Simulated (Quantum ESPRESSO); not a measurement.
# ZrMo2Au2Ag3: one run as intended and one with a planted mistake

A calculation, not a measurement. The program is pw.x of Quantum ESPRESSO 7.5 (plane-wave density functional theory). The cell is made up: eight metal atoms on a face-centred cubic lattice, with elements, volume, strain and displacements drawn at random and not relaxed, so it may be unstable or far from any real phase. PseudoDojo standard norm-conserving files set the functional (PBE unless stated); there is no spin polarisation or spin-orbit coupling, the Fermi-Dirac width of 0.25 eV means electrons at about 2900 K, and the masses in the input are unused placeholders. Heavy elements are run without spin-orbit coupling, which real alloys of them have. A spin test at this wide smearing found no moment, but such smearing suppresses magnetism that the real alloy may have.

Intended input:

```
&control calculation='scf', pseudo_dir='./dojo.nc.sr.pbe.v0_5.standard.upf', outdir='./o', disk_io='minimal', tprnfor=.true., tstress=.true. /
&system ibrav=0, nat=8, ntyp=4, nbnd=80, ecutwfc=82.02448710, nosym=.true., tot_charge=0,
 occupations='smearing', smearing='fd', degauss=0.0183746611
/
&electrons conv_thr=1.470e-08, electron_maxstep=70, mixing_beta=0.5 /
ATOMIC_SPECIES
Ag 1.0 Ag.upf
Au 1.0 Au.upf
Mo 1.0 Mo.upf
Zr 1.0 Zr.upf
CELL_PARAMETERS angstrom
0.0105 -2.0693 -2.1333
2.0906 4.0246 -2.0298
8.4376 -4.0327 4.1186
ATOMIC_POSITIONS angstrom
Zr -0.0041 0.0054 0.0892
Mo 4.2438 -2.0753 1.7961
Au 4.1929 0.1017 -0.0133
Au 8.5014 -2.1318 1.8488
Mo 2.1653 -1.9311 -0.1216
Ag 6.4583 -3.9733 1.962
Ag 2.1629 0.1592 -2.0112
Ag 6.3459 -2.2356 0.0314
K_POINTS automatic
8 5 3 1 1 1
```

The log is shortened where brackets say so; the opening notice, blank lines, dates and the lines on written files are dropped, and the path of the files is cut. It prints rydbergs, bohrs and kilobars, and counts compression as positive stress. Its total energy is the free energy E - TS of the whole cell.

Log of the intended run:

```
     Program PWSCF v.7.5
     Parallel version (MPI & OpenMP), running on       4 processor cores
     Number of MPI processes:                 4
     Threads/MPI process:                     1
     [start-up lines left out]
     bravais-lattice index     =            0
     lattice parameter (alat)  =       5.6164  a.u.
     unit-cell volume          =     970.2318 (a.u.)^3
     number of atoms/cell      =            8
     number of atomic types    =            4
     number of electrons       =       135.00
     number of Kohn-Sham states=           80
     kinetic-energy cutoff     =      82.0245  Ry
     charge density cutoff     =     328.0979  Ry
     scf convergence threshold =      1.5E-08
     mixing beta               =       0.5000
     number of iterations used =            8  plain     mixing
     Exchange-correlation= PBE
                           (   1   4   3   4   0   0   0)
     [axes and pseudopotential details left out]
   Cartesian axes
     site n.     atom                  positions (alat units)
         1        Zr     tau(   1) = (  -0.0013795   0.0018169   0.0300130  )
         2        Mo     tau(   2) = (   1.4279033  -0.6982722   0.6043303  )
         3        Au     tau(   3) = (   1.4107770   0.0342188  -0.0044750  )
         4        Au     tau(   4) = (   2.8604498  -0.7172827   0.6220622  )
         5        Mo     tau(   5) = (   0.7285543  -0.6497535  -0.0409145  )
         6        Ag     tau(   6) = (   2.1730118  -1.3368886   0.6601504  )
         7        Ag     tau(   7) = (   0.7277468   0.0535657  -0.6767046  )
         8        Ag     tau(   8) = (   2.1351928  -0.7522081   0.0105651  )
     number of k points=    60  Fermi-Dirac smearing, width (Ry)=  0.0184
                       cart. coord. in units 2pi/alat
        k(    1) = (   0.0902928  -0.0112455  -0.0757206), wk =   0.0333333
        k(    2) = (  -0.0859124   0.0499231  -0.1359213), wk =   0.0333333
     [further k points left out]
     Dense  grid:    97363 G-vectors     FFT dimensions: (  36,  60, 120)
     Estimated max dynamical RAM per process >     405.90 MB
     Estimated total dynamical RAM >       1.52 GB
     Initial potential from superposition of free atoms
     starting charge     134.9932, renormalised to     135.0000
     Starting wfcs are   80 randomized atomic wfcs
     total cpu time spent up to now is        6.7 secs
     per-process dynamical memory:   329.6 Mb
     Self-consistent Calculation
     iteration #  1     ecut=    82.02 Ry     beta= 0.50
     Davidson diagonalization with overlap
     ethr =  1.00E-02,  avg # of iterations =  5.8
     total cpu time spent up to now is       24.8 secs
     total energy              =   -1902.74248524 Ry
     estimated scf accuracy    <       4.08964687 Ry
     iteration #  2     ecut=    82.02 Ry     beta= 0.50
     Davidson diagonalization with overlap
     ethr =  3.03E-03,  avg # of iterations =  5.5
     total cpu time spent up to now is       46.2 secs
     total energy              =   -1899.96317654 Ry
     estimated scf accuracy    <      95.38249220 Ry
     [iterations 3 to 15 left out]
     iteration # 16     ecut=    82.02 Ry     beta= 0.50
     Davidson diagonalization with overlap
     ethr =  1.91E-10,  avg # of iterations =  1.0
     total cpu time spent up to now is      266.0 secs
     total energy              =   -1905.12590835 Ry
     estimated scf accuracy    <       0.00000002 Ry
     iteration # 17     ecut=    82.02 Ry     beta= 0.50
     Davidson diagonalization with overlap
     ethr =  1.12E-11,  avg # of iterations =  2.0
     total cpu time spent up to now is      281.3 secs
     End of self-consistent calculation
     [lines on levels left out]
!    total energy              =   -1905.12590835 Ry
     estimated scf accuracy    <          6.1E-09 Ry
     smearing contrib. (-TS)   =      -0.09780402 Ry
     internal energy E=F+TS    =   -1905.02810433 Ry
     The total energy is F=E-TS. E is the sum of the following terms:
     one-electron contribution =    -675.07542459 Ry
     hartree contribution      =     409.35866062 Ry
     xc contribution           =    -304.24902053 Ry
     ewald contribution        =   -1335.06231984 Ry
     convergence has been achieved in  17 iterations
     Forces acting on atoms (cartesian axes, Ry/au):
     atom    1 type  4   force =     0.04327981    0.01143758   -0.03783564
     atom    2 type  3   force =    -0.07264197    0.01116043    0.00598764
     atom    3 type  2   force =     0.02209709   -0.00292041   -0.00102417
     atom    4 type  2   force =    -0.01601490    0.01981604    0.02797730
     atom    5 type  3   force =     0.04578923   -0.02649785    0.03550342
     atom    6 type  1   force =    -0.04113360   -0.03235037    0.01938196
     atom    7 type  1   force =     0.01262211   -0.02500818    0.00843894
     atom    8 type  1   force =     0.00600222    0.04436277   -0.05842945
     Total force =     0.155724     Total SCF correction =     0.000505
     Computing stress (Cartesian axis) and pressure
          total   stress  (Ry/bohr**3)                   (kbar)     P=       15.24
   0.00009397   0.00007619  -0.00016036           13.82       11.21      -23.59
   0.00007619   0.00016618  -0.00034805           11.21       24.45      -51.20
  -0.00016036  -0.00034805   0.00005072          -23.59      -51.20        7.46
     init_run     :      6.38s CPU      6.65s WALL (       1 calls)
     electrons    :    268.24s CPU    274.59s WALL (       1 calls)
     forces       :      2.16s CPU      2.17s WALL (       1 calls)
     stress       :      7.57s CPU      7.58s WALL (       1 calls)
     [timing details left out]
     PWSCF        :   4m44.44s CPU   4m51.16s WALL
     JOB DONE.
```

A second run has one planted mistake: the cell and the positions are scaled by a wrong factor. The input lines that differ:

```
- 0.0105 -2.0693 -2.1333
- 2.0906 4.0246 -2.0298
- 8.4376 -4.0327 4.1186
+ 0.0103 -2.0393 -2.1024
+ 2.0603 3.9662 -2.0004
+ 8.3153 -3.9742 4.0589
- Zr -0.0041 0.0054 0.0892
- Mo 4.2438 -2.0753 1.7961
- Au 4.1929 0.1017 -0.0133
- Au 8.5014 -2.1318 1.8488
- Mo 2.1653 -1.9311 -0.1216
- Ag 6.4583 -3.9733 1.962
- Ag 2.1629 0.1592 -2.0112
- Ag 6.3459 -2.2356 0.0314
+ Zr -0.004 0.0053 0.0879
+ Mo 4.1823 -2.0452 1.7701
+ Au 4.1321 0.1002 -0.0131
+ Au 8.3781 -2.1009 1.822
+ Mo 2.1339 -1.9031 -0.1198
+ Ag 6.3647 -3.9157 1.9336
+ Ag 2.1315 0.1569 -1.982
+ Ag 6.2539 -2.2032 0.0309
```

Its log:

```
     Program PWSCF v.7.5
     Parallel version (MPI & OpenMP), running on       4 processor cores
     Number of MPI processes:                 4
     Threads/MPI process:                     1
     [start-up lines left out]
     bravais-lattice index     =            0
     lattice parameter (alat)  =       5.5350  a.u.
     unit-cell volume          =     928.6467 (a.u.)^3
     number of atoms/cell      =            8
     number of atomic types    =            4
     number of electrons       =       135.00
     number of Kohn-Sham states=           80
     kinetic-energy cutoff     =      82.0245  Ry
     charge density cutoff     =     328.0979  Ry
     scf convergence threshold =      1.5E-08
     mixing beta               =       0.5000
     number of iterations used =            8  plain     mixing
     Exchange-correlation= PBE
                           (   1   4   3   4   0   0   0)
     [axes and pseudopotential details left out]
   Cartesian axes
     site n.     atom                  positions (alat units)
         1        Zr     tau(   1) = (  -0.0013657   0.0018095   0.0300104  )
         2        Mo     tau(   2) = (   1.4279022  -0.6982631   0.6043396  )
         3        Au     tau(   3) = (   1.4107631   0.0342098  -0.0044725  )
         4        Au     tau(   4) = (   2.8604135  -0.7172799   0.6220591  )
         5        Mo     tau(   5) = (   0.7285466  -0.6497479  -0.0409016  )
         6        Ag     tau(   6) = (   2.1730075  -1.3368808   0.6601611  )
         7        Ag     tau(   7) = (   0.7277272   0.0535681  -0.6766856  )
         8        Ag     tau(   8) = (   2.1351786  -0.7522067   0.0105497  )
     number of k points=    60  Fermi-Dirac smearing, width (Ry)=  0.0184
                       cart. coord. in units 2pi/alat
        k(    1) = (   0.0902930  -0.0112464  -0.0757214), wk =   0.0333333
        k(    2) = (  -0.0859133   0.0499247  -0.1359198), wk =   0.0333333
     [further k points left out]
     Dense  grid:    93161 G-vectors     FFT dimensions: (  32,  54, 120)
     Estimated max dynamical RAM per process >     386.24 MB
     Estimated total dynamical RAM >       1.44 GB
     Initial potential from superposition of free atoms
     starting charge     134.9932, renormalised to     135.0000
     Starting wfcs are   80 randomized atomic wfcs
     total cpu time spent up to now is        9.4 secs
     per-process dynamical memory:   312.1 Mb
     Self-consistent Calculation
     iteration #  1     ecut=    82.02 Ry     beta= 0.50
     Davidson diagonalization with overlap
     ethr =  1.00E-02,  avg # of iterations =  5.8
     total cpu time spent up to now is       29.9 secs
     total energy              =   -1902.58481114 Ry
     estimated scf accuracy    <       4.33191946 Ry
     iteration #  2     ecut=    82.02 Ry     beta= 0.50
     Davidson diagonalization with overlap
     ethr =  3.21E-03,  avg # of iterations =  5.3
     total cpu time spent up to now is       52.7 secs
     total energy              =   -1899.78502697 Ry
     estimated scf accuracy    <      94.96629612 Ry
     [iterations 3 to 14 left out]
     iteration # 15     ecut=    82.02 Ry     beta= 0.50
     Davidson diagonalization with overlap
     ethr =  1.02E-10,  avg # of iterations =  2.0
     total cpu time spent up to now is      269.1 secs
     total energy              =   -1905.11204083 Ry
     estimated scf accuracy    <       0.00000036 Ry
     iteration # 16     ecut=    82.02 Ry     beta= 0.50
     Davidson diagonalization with overlap
     ethr =  1.02E-10,  avg # of iterations =  1.3
     total cpu time spent up to now is      283.9 secs
     End of self-consistent calculation
     [lines on levels left out]
!    total energy              =   -1905.11204083 Ry
     estimated scf accuracy    <       0.00000001 Ry
     smearing contrib. (-TS)   =      -0.09284271 Ry
     internal energy E=F+TS    =   -1905.01919812 Ry
     The total energy is F=E-TS. E is the sum of the following terms:
     one-electron contribution =    -644.52205141 Ry
     hartree contribution      =     398.72683879 Ry
     xc contribution           =    -304.52414919 Ry
     ewald contribution        =   -1354.69983632 Ry
     convergence has been achieved in  16 iterations
     Forces acting on atoms (cartesian axes, Ry/au):
     atom    1 type  4   force =     0.04825534    0.01657512   -0.04582897
     atom    2 type  3   force =    -0.07549649    0.00851271    0.01390433
     atom    3 type  2   force =     0.02776984   -0.00308233   -0.00193275
     atom    4 type  2   force =    -0.02131282    0.02287061    0.03422868
     atom    5 type  3   force =     0.04748481   -0.03027075    0.03864875
     atom    6 type  1   force =    -0.04887429   -0.03950477    0.02367735
     atom    7 type  1   force =     0.01284538   -0.02945460    0.00824425
     atom    8 type  1   force =     0.00932823    0.05435401   -0.07094164
     Total force =     0.178751     Total SCF correction =     0.001144
     Computing stress (Cartesian axis) and pressure
          total   stress  (Ry/bohr**3)                   (kbar)     P=       84.32
   0.00058043   0.00009932  -0.00018543           85.38       14.61      -27.28
   0.00009932   0.00063800  -0.00041916           14.61       93.85      -61.66
  -0.00018543  -0.00041916   0.00050107          -27.28      -61.66       73.71
     init_run     :      8.94s CPU      9.25s WALL (       1 calls)
     electrons    :    268.89s CPU    274.58s WALL (       1 calls)
     forces       :      2.08s CPU      2.09s WALL (       1 calls)
     stress       :      7.34s CPU      7.34s WALL (       1 calls)
     [timing details left out]
     PWSCF        :   4m47.37s CPU   4m53.47s WALL
     JOB DONE.
```

```
                                            intended run  run with the mistake
                          free energy (eV)    -25920.558            -25920.370
         entropy term -TS, part of it (eV)        -1.331                -1.263
                            pressure (GPa)          1.52                  8.43
size of the largest force component (eV/Å)         1.868                 1.941
largest change of a force component (eV/Å)                               0.322
                                iterations            17                    16
```

For scale, a rerun of the intended cell at a higher cutoff and on a denser mesh moved values by no more than 0.009 eV in energy, 0.09 GPa in stress and 0.016 eV/Å in force, and a second program with other atomic files agreed on that cell to 2 % rms in force and 0.5 GPa in pressure.